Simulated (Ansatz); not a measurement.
Input:

TaGe₂:
```
TaGe2
1.0
    0.00000     3.13737     3.13737
    3.13737     0.00000     3.13737
    3.13737     3.13737     0.00000
Ta Ge
1 2
Cartesian
  0.00000   0.00000   0.00000
  1.56868   1.56868   1.56868
  4.70605   4.70605   4.70605
```

This is the PBE-relaxed structure.

Problem. All from the program Ansatz at the PBE level (PAW), unless another level is named. Estimate the electronic character.

Solution. metallic (no gap).

Problem. Predict the formation energy from the elements (no fitted shifts).

Solution. 45 kJ/mol of atoms.

Problem. Predict the density of states at the Fermi level.

Solution. 0.94 states/eV per atom (mean over ±0.08 eV).

Space group Fm-3m (fluorite). A made-up cell: these elements were put on the sites of a structure type; neither database checked (COD, Materials Project) lists it. COD files the formula under space group No. 180, so this cell is another polymorph or a model. Its standing as an ambient phase is unchecked. The PBE relaxation kept the symmetry of its start; its stability against distortions is not shown here. The run is not spin-polarised. The references are the lowest solids computed at this level, not always the standard phases. Spin–orbit coupling is left out wherever it is not named.

Potentials: the later of the program's two PAW sets.
